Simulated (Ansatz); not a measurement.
Relaxed Ga (space group Cmce):

```xyz
8
Lattice="4.5746 -7.7399 0.0000 2.2873 3.8700 0.0000 0.0000 0.0000 4.5877" Properties=species:S:1:pos:R:3 pbc="T T T"
Ga     2.2873     2.6600     4.2103
Ga     4.5746    -1.2099     4.2103
Ga     2.2873    -2.6600     0.3774
Ga     4.5746    -6.5300     0.3774
Ga     2.2873     1.2099     1.9164
Ga     4.5746    -2.6600     1.9164
Ga     2.2873    -1.2099     2.6713
Ga     4.5746    -5.0799     2.6713
```

The atoms are displaced by Q × the pattern below (from a DFPT mode at S = (0.5, 0.0, 0.0), largest move 1; Q in Å), at fixed cell. It is one choice among 2 degenerate patterns. (q is in reciprocal vectors of the primitive cell; the cell shown is doubled to hold the pattern.)

```
atom       x       y       z
----  ------  ------  ------
Ga1   -0.103  -0.039  -0.015
Ga2    0.103   0.039   0.015
Ga3   -0.778   0.334   0.062
Ga4    0.778  -0.334  -0.062
Ga5   -0.448   0.295  -0.065
Ga6    0.448  -0.295   0.065
Ga7   -0.892   0.444  -0.088
Ga8    0.892  -0.444   0.088
```

Calculation: PBE (plane waves to 420 eV, PAW, scalar-relativistic; Ansatz, a program for electronic structure). k mesh 6×12×10 (Γ-centred), Fermi-Dirac smearing 0.05 eV. With partly filled bands, energies and forces of such displacements shift with the k mesh and the smearing. Ga was relaxed with its symmetry unable to fall. 

```
Q (Å)   −dE/dQ from forces (eV/Å)
------  -------------------------
-0.100                      1.884
-0.083                      1.561
-0.067                      1.243
-0.050                      0.929
-0.033                      0.618
-0.017                      0.308
0.000                       0.000
0.017                      -0.308
0.033                      -0.618
0.050                      -0.929
0.067                      -1.243
0.083                      -1.561
0.100                      -1.884
```

Q: What harmonic wavenumber does the curvature at Q = 0 give?

A: 133 cm⁻¹. E″ = 18.49 eV/Å², M = Σ mᵢ|uᵢ|² = 282.3 u, ν̃ = 521.5·√(|E″|/M).

(A displaced cell: forces are minus the slopes of the energy, force constants its curvatures, and phonons follow from these.)
